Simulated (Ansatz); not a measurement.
# Y7LuF24: frames of a relaxation, Lu_Y, charge +0, atoms relaxed at the host's cell

Level of theory: PBEsol, no spin polarisation, scalar-relativistic; Ansatz, plane waves to 420 eV (PAW set soft_2), k-mesh 2×2×2 shifted by half a step.

Positions in Å and forces in eV/Å; free energies count from the last frame.

```
32
Lattice="-6.331 0.000 4.369 6.331 0.000 4.369 0.000 6.839 -4.369" Properties=species:S:1:pos:R:3:forces:R:3 pbc="T T T" step=1 dE=0.290eV
Lu   -2.247    5.085   -0.195   -1.029    0.673   -0.476
Y     3.994    5.130   -0.268    0.109    0.001   -0.078
Y    -0.829    1.710    6.286    0.076   -0.179   -0.191
Y    -0.829    1.710    1.917    0.091   -0.207    0.140
Y     0.829    5.130    2.453    0.541    0.103    0.438
Y     0.829    5.130   -1.917    0.310    0.093   -0.384
Y    -3.994    1.710    4.637    0.158   -0.227    0.024
Y     2.337    1.710    4.637   -0.283   -0.028   -0.040
F     1.045    2.988    1.652   -0.076    0.112    0.012
F     1.045    2.988    6.021    0.207   -0.113   -0.013
F     2.101    3.860    3.897    0.288    0.224   -0.395
F     2.120    3.852   -0.533   -0.068    0.052   -0.171
F    -2.098    0.435    4.925   -0.131   -0.246   -0.267
F     4.210    0.432    4.902    0.056    0.121    0.077
F    -1.003    6.420   -1.618   -0.402   -0.261    0.003
F    -1.045    6.408    2.718    0.108   -0.074    0.019
F     3.312    1.710    2.575   -0.033    0.058    0.083
F    -3.019    1.710    2.575    0.051   -0.005   -0.034
F    -0.146    5.130    4.760   -0.066    0.029   -0.022
F    -0.155    5.204    0.377    0.048   -0.426    0.163
F     0.146    1.710    3.978    0.022    0.035   -0.057
F     0.146    1.710   -0.391   -0.060    0.041    0.104
F     3.061    5.057    1.714   -0.392    0.229    0.717
F    -3.296    5.208    1.752    0.084   -0.300    0.145
F     1.045    0.432    1.652   -0.060    0.114    0.037
F     1.045    0.432    6.021    0.081   -0.085    0.051
F    -4.225    6.399   -0.487    0.420   -0.238   -0.397
F     2.120    6.408   -0.533   -0.013   -0.017   -0.011
F    -2.120    2.988    4.902   -0.004   -0.117   -0.122
F    -2.162    3.016    0.540    0.453   -0.007    0.022
F    -0.986    3.804   -1.711   -0.517    0.643    0.798
F    -1.045    3.852    2.718    0.031    0.002   -0.177
```

```
32
Lattice="-6.331 0.000 4.369 6.331 0.000 4.369 0.000 6.839 -4.369" Properties=species:S:1:pos:R:3:forces:R:3 pbc="T T T" step=2 dE=0.101eV
Lu   -2.328    5.116   -0.202    0.165    0.023   -0.380
Y     3.990    5.137   -0.236    0.037   -0.063   -0.290
Y    -0.824    1.722    6.287    0.027   -0.119    0.198
Y    -0.817    1.693    1.938   -0.207    0.397   -0.191
Y     0.849    5.138    2.472   -0.237   -0.139   -0.352
Y     0.820    5.130   -1.935   -0.040   -0.143    0.315
Y    -3.986    1.702    4.628   -0.085    0.210   -0.058
Y     2.342    1.720    4.630    0.218   -0.021    0.100
F     1.039    3.001    1.639    0.131   -0.100    0.045
F     1.065    2.984    6.025   -0.129    0.087   -0.075
F     2.150    3.849    3.809    0.005    0.139    0.169
F     2.118    3.852   -0.558    0.051    0.006    0.140
F    -2.098    0.427    4.902   -0.067   -0.070    0.064
F     4.218    0.452    4.911   -0.054   -0.054   -0.107
F    -1.075    6.369   -1.646    0.163    0.112    0.048
F    -1.027    6.407    2.735   -0.064    0.131   -0.020
F     3.314    1.733    2.576    0.013   -0.118   -0.075
F    -3.007    1.714    2.566   -0.028    0.040    0.051
F    -0.151    5.137    4.753    0.182   -0.055    0.099
F    -0.211    5.066    0.406    0.270    0.331    0.147
F     0.157    1.718    3.982   -0.004   -0.031    0.007
F     0.137    1.726   -0.372    0.102   -0.127   -0.107
F     3.044    5.158    1.794   -0.103   -0.163   -0.064
F    -3.289    5.106    1.792   -0.138    0.171   -0.087
F     1.047    0.436    1.648    0.040   -0.151   -0.001
F     1.058    0.431    6.023   -0.098    0.045   -0.059
F    -4.157    6.420   -0.584   -0.022   -0.070    0.381
F     2.112    6.406   -0.535    0.004    0.004   -0.036
F    -2.116    2.979    4.885    0.022    0.056    0.080
F    -2.104    3.024    0.526   -0.154   -0.283    0.150
F    -1.043    3.843   -1.605   -0.016    0.007   -0.323
F    -1.042    3.863    2.703    0.007   -0.047    0.229
```

```
32
Lattice="-6.331 0.000 4.369 6.331 0.000 4.369 0.000 6.839 -4.369" Properties=species:S:1:pos:R:3:forces:R:3 pbc="T T T" step=4 dE=0.000eV
Lu   -2.328    5.131   -0.261   -0.004   -0.001   -0.004
Y     4.001    5.130   -0.263    0.001    0.001   -0.018
Y    -0.826    1.708    6.291   -0.006    0.002   -0.001
Y    -0.826    1.714    1.922   -0.006    0.002   -0.003
Y     0.840    5.131    2.455    0.009   -0.002   -0.007
Y     0.827    5.131   -1.914    0.000   -0.001    0.011
Y    -3.985    1.702    4.639    0.006    0.005    0.003
Y     2.345    1.720    4.639    0.008   -0.002   -0.002
F     1.053    2.988    1.652    0.001   -0.001    0.000
F     1.039    2.994    6.017    0.001    0.002   -0.002
F     2.154    3.862    3.832    0.001    0.000    0.003
F     2.126    3.854   -0.536   -0.002    0.001    0.001
F    -2.109    0.413    4.906   -0.002   -0.002    0.001
F     4.216    0.442    4.902   -0.001    0.002    0.002
F    -1.059    6.400   -1.640    0.001    0.004    0.000
F    -1.033    6.410    2.731   -0.004    0.001    0.001
F     3.314    1.703    2.574   -0.002   -0.001    0.001
F    -3.017    1.718    2.574   -0.001    0.001   -0.002
F    -0.136    5.131    4.764   -0.001    0.000   -0.001
F    -0.176    5.130    0.405    0.000    0.000   -0.002
F     0.159    1.709    3.975   -0.001    0.000    0.004
F     0.158    1.713   -0.393    0.000    0.000    0.000
F     3.028    5.131    1.789   -0.006   -0.001    0.004
F    -3.302    5.131    1.769    0.007    0.000    0.005
F     1.039    0.427    1.648    0.001    0.000   -0.001
F     1.052    0.434    6.022    0.003    0.000   -0.001
F    -4.177    6.400   -0.538    0.001   -0.005    0.002
F     2.126    6.407   -0.536   -0.001    0.000    0.000
F    -2.115    2.980    4.903    0.000   -0.002    0.002
F    -2.111    3.009    0.537    0.000   -0.001    0.002
F    -1.059    3.861   -1.639    0.002   -0.002   -0.001
F    -1.033    3.851    2.730   -0.003   -0.001    0.002
```
